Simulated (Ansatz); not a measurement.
## LuTlS$_{2}$ (R-3m): from strained cells to moduli

```xyz
4
Lattice="1.9362 1.1179 7.3956 -1.9362 1.1179 7.3956 0.0000 -2.2358 7.3956" Properties=species:S:1:pos:R:3 pbc="T T T"
Lu    0.0000    0.0000    0.0000
Tl    0.0000    0.0000   11.0934
S     0.0000    0.0000   16.2528
S     0.0000    0.0000    5.9340
```

The conventional cell has a = 3.872 Å, b = 3.872 Å, c = 22.187 Å, α = 90.00°, β = 90.00°, γ = 120.00°. Lu (atom 1) has 6 S at 2.67 Å as nearest neighbours. Around Tl (atom 2) lie 6 S at 3.16 Å. S (atom 3) has 3 Lu at 2.67 Å as nearest neighbours.

Computed, not measured; unless marked otherwise by PBEsol, all-electron LAPW in Ansatz 0.2.0, scalar-relativistic. k mesh 8×8×8, fixed occupations, basis error target 0.5 meV/atom. The cell was relaxed by PAW under this functional. The structure is one entry of a database and needn't be the stable phase.

The cell is trigonal and carries a residual pressure of 0.01 GPa at this level. Each strain component that symmetry leaves independent is applied at ±0.005, the ions relax wherever a strain frees them, and the stress (tension positive, GPa) is read. Shears are engineering strains, γ = 2ε.

```tsv
strain	size	σxx	σyy	σzz	σyz	σxz	σxy
xx	-0.005	-0.4964	-0.1368	-0.1794	-0.0622	0.0000	0.0000
xx	+0.005	0.4700	0.1214	0.1617	0.0586	0.0000	0.0000
zz	-0.005	-0.1818	-0.1818	-0.5093	0.0000	0.0000	0.0000
zz	+0.005	0.1594	0.1594	0.4855	0.0000	0.0000	0.0000
yz	-0.005	-0.0679	0.0517	-0.0096	-0.1586	0.0000	0.0000
yz	+0.005	0.0528	-0.0691	-0.0096	0.1628	0.0000	0.0000
```

A central difference gives one constant, for example C11 ≈ (0.4700 − (-0.4964))/(0.01) = 96.6 GPa; the program then imposes the crystal's symmetry on the whole matrix.

Problem. What are the independent elastic constants?

Solution. C11 = 96.6, C12 = 25.8, C13 = 34.1, C14 = 12.1, C33 = 99.5, C44 = 32.1 GPa.

Problem. Is the crystal stable against homogeneous strain?

Solution. The least eigenvalue of the 6×6 matrix is 21.6 GPa, so yes.

Problem. What moduli does a random aggregate of grains have?

Solution. Voigt and Reuss bounds: B from 53.3 to 53.4 and G from 29.6 to 33.2 GPa; their means are B = 53.4 and G = 31.4 GPa. Then E = 9BG/(3B + G) = 78.8 GPa, ν = (3B − 2G)/(6B + 2G) = 0.254 and B/G = 1.70, on the brittle side of Pugh's 1.75 (a rule of thumb, made for metals; it doesn't predict ductility here).

Problem. With the density of 7.667 g/cm³, how fast does sound travel, and what Debye temperature follows?

Solution. 

| direction | slow (m/s) | middle (m/s) | fast (m/s) |
| --- | --- | --- | --- |
| x | 1678 | 2448 | 3550 |
| y | 1976 | 2149 | 3590 |
| z | 2047 | 2047 | 3602 |

The mean of v⁻³ over directions and branches gives v_m = 2225 m/s and θ_D = (ħ/k_B) v_m (6π²n)^(1/3) = 230 K, n being atoms per volume. Young's modulus spans 57 to 104 GPa over directions, and the universal anisotropy index is 0.60.

Problem. How far do the constants move if PAW replaces LAPW in the same cell?

Solution. 

```json
{"constant": "C11", "LAPW (GPa)": "96.6", "PAW (GPa)": "96.6", "difference": "0.0"}
{"constant": "C12", "LAPW (GPa)": "25.8", "PAW (GPa)": "25.8", "difference": "0.0"}
{"constant": "C13", "LAPW (GPa)": "34.1", "PAW (GPa)": "34.1", "difference": "0.0"}
{"constant": "C14", "LAPW (GPa)": "12.1", "PAW (GPa)": "12.1", "difference": "0.0"}
{"constant": "C33", "LAPW (GPa)": "99.5", "PAW (GPa)": "99.4", "difference": "-0.1"}
{"constant": "C44", "LAPW (GPa)": "32.1", "PAW (GPa)": "32.1", "difference": "0.0"}
```

Problem. How do the constants change if the ions are clamped to the homogeneous strain?

Solution. Clamped values, with the change against relaxed ions: C11 = 107.9 (+11.3), C12 = 32.1 (+6.3), C13 = 45.1 (+11.0), C14 = 19.0 (+6.9), C33 = 113.2 (+13.7), C44 = 51.5 (+19.4) GPa.

Caveats: no spin-orbit coupling on heavy atoms; no dispersion correction, so the spacing and stiffness between layers or molecules are poor; the frozen-core PAW files of the compared runs were fitted under PBE, their cores solved anew for this functional.
